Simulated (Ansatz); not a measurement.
The relaxed structure here is a generated cell of Te2Mo: the first start was made by placing the elements on the sites of a structure type, and the end was not matched to a known phase here, so it may be hypothetical. Known forms of Te2Mo include space group No. 194.

One starting cell of Te2Mo (a generated cell, Te2Mo built in the AFLOW prototype AB2_oC24_41_2a_2b (C_e, as in Sn2Pd)) was relaxed twice with Ansatz (plane waves, PAW, scalar-relativistic): with r2SCAN at 500 eV and with PBE at 420 eV. The r2SCAN result:

Space group Cmce (No. 64); a = 12.886 Å, b = 6.572 Å, c = 6.582 Å, α = 90.00°, β = 90.00°, γ = 90.00°

```tsv
atom	site	symmetry	x	y	z
Mo	8d	2..	0.1127	0.0000	0.0000
Te	8f	m..	0.0000	0.3400	0.1677
Te	8e	.2.	0.2500	0.2364	0.2500
```
(The calculation used a cell of 12 atoms; values per cell refer to that cell.)

```
quantity                          r2SCAN   PBE
--------------------------------  ------  ----
space group                         Cmce  Cmce
volume (Å³/atom)                   23.23   [?]
a (Å)                             12.886   [?]
b (Å)                              6.572   [?]
c (Å)                              6.582   [?]
gap (eV, no spin-orbit coupling)    0.00   [?]
```

Fill in the PBE column.


- volume (Å³/atom), PBE: 23.41
- a (Å), PBE: 12.913
- b (Å), PBE: 6.590
- c (Å), PBE: 6.602
- gap (eV, no spin-orbit coupling), PBE: 0.00

Both levels end in the same structure; PBE's volume is 0.8 % larger. Neither column is exact.

No spin polarisation in the result.

The run could not lose the symmetry of its start, so the end can be a saddle point.

Ansatz is a quantum-chemistry and plane-wave program.
